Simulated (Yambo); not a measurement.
Yambo run on BN (space group Fmm2, No. 42). The wavefunctions are norm-conserving LDA (Quantum ESPRESSO, 84 Ry, no spin-orbit coupling) ones on a 6×6×6 mesh (4 occupied bands); a = 4.112 Å, b = 2.502 Å, c = 3.713 Å, α = 80.29°, β = 36.85°, γ = 62.86°.

Yambo input:

```
rim_cut
gw0
dyson
el_el_corr
HF_and_locXC
ppa
em1d
RandQpts= 1000000
RandGvec= 1 Ry
EXXRLvcs= 84 Ry
VXCRLvcs= 336 Ry
Chimod= "HARTREE"
% BndsRnXp
 1 | 54 |
%
NGsBlkXp= 14 Ry
% LongDrXp
 1.0 | 1.0 | 1.0 |
%
PPAPntXp= 27.2114 eV
% GbndRnge
 1 | 54 |
%
GTermKind= "none"
DysSolver= "n"
ExtendOut
% QPkrange
 10 | 10 | 4 | 5 |
 13 | 13 | 5 | 5 |
 45 | 45 | 4 | 4 |
%
```

k points by index: 10 = (0, 0.333, 0.333), 13 = (0, -0.5, -0.5), 45 = (-0.5, 0.333, -0.167).

The o-*.qp file then holds:

```
#    K-point    Band    Eo [eV]    E [eV]    E-Eo [eV]    Vxc [eV]    Vnlxc [eV]    Sc|Eo [eV]    Sc|E [eV]    dSc/dw|Eo [eV]    Re(Z)    Im(Z)
#
    10    4    -0.251552    -1.018582    -0.767030    -16.23789    -19.54140    2.358467    2.536473    -6.314393    0.811654    -0.001044
    10    5    4.190600    5.211543    1.020944    -10.99041    -5.693013    -4.074282    -4.276457    -5.388144    0.834716    -0.968272E-3
    13    5    3.680584    4.651623    0.971039    -10.68271    -5.853870    -3.676224    -3.857802    -5.087923    0.842475    -0.921987E-3
    45    4    0.000000    -0.717582    -0.717582    -16.54334    -19.76196    2.333901    2.501039    -6.337414    0.811097    -0.001039
```
(The two width columns are left out.) Convergence of these settings isn't established.

Geometry of the Materials Project entry, not relaxed at this level.

This is not the ordinary phase of the substance; no match was found in the copy of COD used, and its stability was not checked.

The distance between layers or molecules is the database entry's, not relaxed here. Functionals without dispersion can leave it too large, which widens gaps and weakens the response across layers: the numbers belong to this cell.
